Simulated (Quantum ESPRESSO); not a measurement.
## AuNb4Re2Ag (input and log of a self-consistent run)

Simulated, not a measurement. The program is pw.x of Quantum ESPRESSO 7.5 (plane-wave density functional theory). The cell is made up: eight metal atoms on a hexagonal close-packed lattice, with elements, volume, strain and displacements drawn at random and not relaxed, so it may be unstable or far from any real phase. PseudoDojo standard norm-conserving files set the functional (PBE unless stated); there is no spin polarisation or spin-orbit coupling, the Fermi-Dirac width of 0.25 eV means electrons at about 2900 K, and the masses in the input are unused placeholders. Heavy elements are run without spin-orbit coupling, which real alloys of them have. A spin test at this wide smearing found no moment, but such smearing suppresses magnetism that the real alloy may have.

Input:

```
&control calculation='scf', pseudo_dir='./dojo.nc.sr.pbe.v0_5.standard.upf', outdir='./o', disk_io='minimal', tprnfor=.true., tstress=.true. /
&system ibrav=0, nat=8, ntyp=4, nbnd=76, ecutwfc=82.02448710, nosym=.true., tot_charge=0,
 occupations='smearing', smearing='fd', degauss=0.0183746611
/
&electrons conv_thr=1.470e-08, electron_maxstep=70, mixing_beta=0.5 /
ATOMIC_SPECIES
Ag 1.0 Ag.upf
Au 1.0 Au.upf
Nb 1.0 Nb.upf
Re 1.0 Re.upf
CELL_PARAMETERS angstrom
-2.8555 -0.0249 0.0035
0.0489 5.086 -4.8165
-0.0374 -5.1735 -4.9077
ATOMIC_POSITIONS angstrom
Au -0.0001 0.0213 0.0307
Nb -0.0313 1.6723 -2.4451
Re -0.019 0.0142 -4.8493
Nb 0.0095 1.6893 -7.2335
Ag -1.4305 -0.8566 -2.3946
Nb -1.5426 -2.6256 -4.8691
Nb -1.4222 -0.9165 -7.3013
Re -1.385 2.5427 -4.7956
K_POINTS automatic
8 4 3 1 1 1
```

The log is shortened where brackets say so; the opening notice, blank lines, dates and the lines on written files are dropped, and the path of the files is cut. It prints rydbergs, bohrs and kilobars, and counts compression as positive stress. Its total energy is the free energy E - TS of the whole cell.

```
     Program PWSCF v.7.5
     Parallel version (MPI & OpenMP), running on       4 processor cores
     Number of MPI processes:                 4
     Threads/MPI process:                     1
     [start-up lines left out]
     bravais-lattice index     =            0
     lattice parameter (alat)  =       5.3963  a.u.
     unit-cell volume          =     961.0844 (a.u.)^3
     number of atoms/cell      =            8
     number of atomic types    =            4
     number of electrons       =       120.00
     number of Kohn-Sham states=           76
     kinetic-energy cutoff     =      82.0245  Ry
     charge density cutoff     =     328.0979  Ry
     scf convergence threshold =      1.5E-08
     mixing beta               =       0.5000
     number of iterations used =            8  plain     mixing
     Exchange-correlation= PBE
                           (   1   4   3   4   0   0   0)
     [axes and pseudopotential details left out]
   Cartesian axes
     site n.     atom                  positions (alat units)
         1        Au     tau(   1) = (  -0.0000350   0.0074590   0.0107508  )
         2        Nb     tau(   2) = (  -0.0109609   0.5856190  -0.8562442  )
         3        Re     tau(   3) = (  -0.0066536   0.0049727  -1.6981656  )
         4        Nb     tau(   4) = (   0.0033268   0.5915722  -2.5330834  )
         5        Ag     tau(   5) = (  -0.5009436  -0.2999709  -0.8385597  )
         6        Nb     tau(   6) = (  -0.5401997  -0.9194531  -1.7050994  )
         7        Nb     tau(   7) = (  -0.4980371  -0.3209471  -2.5568261  )
         8        Re     tau(   8) = (  -0.4850101   0.8904225  -1.6793606  )
     number of k points=    48  Fermi-Dirac smearing, width (Ry)=  0.0184
                       cart. coord. in units 2pi/alat
        k(    1) = (  -0.0625175  -0.0103103  -0.0856321), wk =   0.0416667
        k(    2) = (  -0.0638827   0.1735344   0.1084855), wk =   0.0416667
     [further k points left out]
     Dense  grid:    96477 G-vectors     FFT dimensions: (  32,  80,  80)
     Estimated max dynamical RAM per process >     348.86 MB
     Estimated total dynamical RAM >       1.29 GB
     Initial potential from superposition of free atoms
     starting charge     119.9895, renormalised to     120.0000
     Starting wfcs are   80 randomized atomic wfcs
     total cpu time spent up to now is        9.2 secs
     per-process dynamical memory:   262.8 Mb
     Self-consistent Calculation
     iteration #  1     ecut=    82.02 Ry     beta= 0.50
     Davidson diagonalization with overlap
     ethr =  1.00E-02,  avg # of iterations =  3.0
     total cpu time spent up to now is       30.5 secs
     total energy              =   -1449.69275861 Ry
     estimated scf accuracy    <       3.64714930 Ry
     iteration #  2     ecut=    82.02 Ry     beta= 0.50
     Davidson diagonalization with overlap
     ethr =  3.04E-03,  avg # of iterations =  4.2
     total cpu time spent up to now is       54.7 secs
     total energy              =   -1448.05398153 Ry
     estimated scf accuracy    <      47.82595390 Ry
     iteration #  3     ecut=    82.02 Ry     beta= 0.50
     Davidson diagonalization with overlap
     ethr =  3.04E-03,  avg # of iterations =  5.3
     total cpu time spent up to now is       79.4 secs
     total energy              =   -1451.17647191 Ry
     estimated scf accuracy    <       7.20885550 Ry
     iteration #  4     ecut=    82.02 Ry     beta= 0.50
     Davidson diagonalization with overlap
     ethr =  3.04E-03,  avg # of iterations =  2.0
     total cpu time spent up to now is       97.1 secs
     total energy              =   -1451.61339956 Ry
     estimated scf accuracy    <       1.83828839 Ry
     iteration #  5     ecut=    82.02 Ry     beta= 0.50
     Davidson diagonalization with overlap
     ethr =  1.53E-03,  avg # of iterations =  1.0
     total cpu time spent up to now is      113.1 secs
     total energy              =   -1451.74157223 Ry
     estimated scf accuracy    <       0.46350989 Ry
     [iterations 6 to 15 left out]
     iteration # 16     ecut=    82.02 Ry     beta= 0.50
     Davidson diagonalization with overlap
     ethr =  1.39E-09,  avg # of iterations =  3.1
     total cpu time spent up to now is      334.4 secs
     total energy              =   -1451.78993568 Ry
     estimated scf accuracy    <       0.00000680 Ry
     iteration # 17     ecut=    82.02 Ry     beta= 0.50
     Davidson diagonalization with overlap
     ethr =  1.39E-09,  avg # of iterations =  2.0
     total cpu time spent up to now is      352.1 secs
     total energy              =   -1451.78993607 Ry
     estimated scf accuracy    <       0.00000069 Ry
     iteration # 18     ecut=    82.02 Ry     beta= 0.50
     Davidson diagonalization with overlap
     ethr =  5.74E-10,  avg # of iterations =  2.0
     total cpu time spent up to now is      369.9 secs
     total energy              =   -1451.78993606 Ry
     estimated scf accuracy    <       0.00000217 Ry
     iteration # 19     ecut=    82.02 Ry     beta= 0.50
     Davidson diagonalization with overlap
     ethr =  5.74E-10,  avg # of iterations =  1.8
     total cpu time spent up to now is      386.7 secs
     total energy              =   -1451.78993619 Ry
     estimated scf accuracy    <       0.00000014 Ry
     iteration # 20     ecut=    82.02 Ry     beta= 0.50
     Davidson diagonalization with overlap
     ethr =  1.17E-10,  avg # of iterations =  1.9
     total cpu time spent up to now is      403.4 secs
     End of self-consistent calculation
     [lines on levels left out]
!    total energy              =   -1451.78993620 Ry
     estimated scf accuracy    <          7.9E-09 Ry
     smearing contrib. (-TS)   =      -0.13827588 Ry
     internal energy E=F+TS    =   -1451.65166032 Ry
     The total energy is F=E-TS. E is the sum of the following terms:
     one-electron contribution =    -376.20383522 Ry
     hartree contribution      =     253.87622725 Ry
     xc contribution           =    -271.67659509 Ry
     ewald contribution        =   -1057.64745727 Ry
     convergence has been achieved in  20 iterations
     Forces acting on atoms (cartesian axes, Ry/au):
     atom    1 type  2   force =    -0.00504022   -0.01278321    0.00055749
     atom    2 type  3   force =    -0.00195309    0.00231571   -0.03998531
     atom    3 type  4   force =    -0.00212881    0.03035316   -0.00513560
     atom    4 type  3   force =     0.00560212   -0.01197641    0.03886033
     atom    5 type  1   force =    -0.00249947   -0.00489360   -0.01023454
     atom    6 type  3   force =    -0.00190601    0.03686691    0.00854879
     atom    7 type  3   force =     0.00767624   -0.00356632    0.00018005
     atom    8 type  4   force =     0.00024923   -0.03631624    0.00720879
     Total force =     0.086300     Total SCF correction =     0.000351
     Computing stress (Cartesian axis) and pressure
          total   stress  (Ry/bohr**3)                   (kbar)     P=      -59.13
  -0.00054338   0.00002867  -0.00002534          -79.93        4.22       -3.73
   0.00002867  -0.00023009  -0.00011242            4.22      -33.85      -16.54
  -0.00002534  -0.00011242  -0.00043246           -3.73      -16.54      -63.62
     init_run     :      8.70s CPU      9.03s WALL (       1 calls)
     electrons    :    386.90s CPU    394.25s WALL (       1 calls)
     forces       :      2.67s CPU      2.70s WALL (       1 calls)
     stress       :      9.58s CPU      9.78s WALL (       1 calls)
     [timing details left out]
     PWSCF        :   6m48.00s CPU   6m55.94s WALL
     JOB DONE.
```

In other units: free energy -19752.608 eV for the cell, pressure -5.91 GPa, largest force component 1.028 eV/Å in size. The run took 418 s of wall time with four MPI processes on a shared machine (Intel Xeon, older, virtual cores), so the time is rough. A rerun of this cell at a higher cutoff and on a denser mesh moved values by no more than 0.003 eV in energy, 0.17 GPa in stress and 0.010 eV/Å in force, and a second program with other atomic files agreed on that cell to 2 % rms in force and 0.5 GPa in pressure.